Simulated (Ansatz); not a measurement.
**Zr3CdC: a bulk modulus from differences**

It was reached by relaxing an invented guess, and it needn't be the stable form of this composition.

All numbers below come from DFT PBE, scalar-relativistic, plane waves, PAW in Ansatz. Plane waves to 420 eV, an 8×8×8 mesh through Γ for the 5-atom cell and 0.10 eV Gaussian smearing; no spin polarisation.

```xyz
5
Lattice="4.5721 0.0000 0.0000 0.0000 4.5721 0.0000 0.0000 0.0000 4.5721" Properties=species:S:1:pos:R:3 pbc="T T T"
Zr    0.0000    2.2861    2.2861
Zr    2.2861    0.0000    2.2861
Zr    2.2861    2.2861    0.0000
Cd    0.0000    0.0000    0.0000
C     2.2861    2.2861    2.2861
```

The cell was set to several volumes, with shape and atoms relaxed at each where symmetry leaves them free. Pressure is positive in compression, and energies count from the lowest row. No row has a gap on its mesh.

```tsv
row	V (Å³/atom)	P (GPa)	ΔE (meV/atom)
1	16.821	21.66	139.4
2	17.395	?	?
3	17.968	9.18	31.2
4	18.542	4.24	7.4
5	19.115	0.00	0.0
6	19.689	-3.63	6.7
7	20.262	-6.75	25.4
8	21.027	-10.21	66.2
```

Question: Find B = −V·ΔP/ΔV from rows 4 and 6 and from rows 1 and 3, and from the two its slope B′ and its value B0 at zero pressure.

Answer: Rows 4 and 6 give −(18.542 + 19.689)/2 × (-3.63 − (4.24))/(19.689 − 18.542) = 131.2 GPa at a mean pressure of 0.31 GPa. Rows 1 and 3 give −(16.821 + 17.968)/2 × (9.18 − (21.66))/(17.968 − 16.821) = 189.3 GPa at a mean pressure of 15.42 GPa. So B′ = (189.3 − 131.2)/(15.42 − (0.31)) = 3.85 and B0 = 131.2 − 3.85 × (0.31) = 130.0 GPa. A third-order Birch–Murnaghan fit to all the energies gives B0 = 130.6 GPa and B′ = 4.1.

Question: Estimate the pressure and energy of row 2.

Answer: From row 5, V0 = 19.115 × (1 + (0.00)/130.0) = 19.115 Å³/atom. Murnaghan's form P = (B0/B′)·[(V0/V)^B′ − 1] gives (130.0/3.85) × [(19.115/17.395)^3.85 − 1] = 14.78 GPa; the computed pressure is 14.94 GPa, so the estimate is off by -0.16 GPa. The work of compression from row 3, with the mean of the two pressures, gives ΔE = 31.2 + (14.78 + 9.18)/2 × (17.968 − 17.395)/160.2 × 1000 = 74.0 meV/atom (1 eV/Å³ = 160.2 GPa); the computed value is 74.1 meV/atom.

All volumes keep the k mesh of the relaxed cell. Symmetry constrained the relaxation, so the result can be a saddle point.
